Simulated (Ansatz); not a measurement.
## What a trial cell of B₂P₃ relaxes into

Computed with DFT PBE, scalar-relativistic, plane waves, PAW in Ansatz. Cutoff 420 eV, Gaussian smearing, Γ-centred meshes. Cell and atoms relax first on a coarse mesh and then on a finer one. In between, the cell is made exact in the group found at 0.06 Å. In metals the finer mesh still leaves noise of several meV/atom or more. The steps can't lower the symmetry of their start. No spin polarisation.

The guess for B₂P₃ was made by a generator: random cell by space group and Wyckoff sites (Pm-3m, No. 221). Lengths were set from tabulated atomic sizes, so they are only a guess.

```xyz
5
Lattice="4.4801 0.0000 0.0000 0.0000 4.4801 0.0000 0.0000 0.0000 4.4801" Properties=species:S:1:pos:R:3 pbc="T T T"
B     0.0000    0.0000    0.0000
B     2.2401    2.2401    2.2401
P     2.2401    0.0000    0.0000
P     0.0000    2.2401    0.0000
P     0.0000    0.0000    2.2401
```

The zero of energy is the elements' standard structures at the same level; no fitted shifts are applied. The references include black phosphorus.

Problem. Where does the relaxation end?

Solution. The symmetry stays Pm-3m (No. 221). The volume per atom shrinks by 28.5 %, from 18.0 to 12.9 Å³. The shortest distance goes from 2.24 Å (B–P) to 2.00 Å (B–P). The energy falls by about 0.27 eV/atom (the start's value is from the coarse mesh). Conventional cell: a = 4.007 Å. B on its first site has 6 P at 2.00 Å; B on its second site is surrounded by 12 P at 2.83 Å (long against covalent radii, as for large ions); P has 2 B at 2.00 Å, 4 B at 2.83 Å and 8 P at 2.83 Å.

```cif
data_structure
_symmetry_space_group_name_H-M 'Pm-3m'
_symmetry_Int_Tables_number 221
_cell_length_a 4.0066
_cell_length_b 4.0066
_cell_length_c 4.0066
_cell_angle_alpha 90.000
_cell_angle_beta 90.000
_cell_angle_gamma 90.000
_cell_volume 64.32
loop_
_atom_site_label
_atom_site_type_symbol
_atom_site_symmetry_multiplicity
_atom_site_Wyckoff_symbol
_atom_site_fract_x
_atom_site_fract_y
_atom_site_fract_z
_atom_site_occupancy
B1 B 1 a 0.00000 0.00000 0.00000 1
B2 B 1 b 0.50000 0.50000 0.50000 1
P1 P 3 d 0.50000 0.00000 0.00000 1
```

Problem. How does it come out in energy, and is it a metal?

Solution. The formation energy is +1.44 eV/atom. The gap on the 10×10×10 mesh of the 5-atom cell is 0 eV (a metal).

A positive value: parting into the elements would lower its energy.

The last run used Gaussian smearing of 0.10 eV. An odd number of electrons in the primitive cell allows no gap without spin; a larger cell or a magnetic state could open one. The cell is a metal run without spin; a magnetic state may lie lower. The reference form of P is held partly by dispersion forces, which this level lacks. A structure relaxed within its symmetry needn't be a true minimum. In all, the 3 runs took 24 s on 1 thread of Arm Neoverse V1, on a shared host. Another cell of B2P3 relaxed alike, in R32, lies 1.21 eV/atom lower, so this cell isn't the stable form at this level.
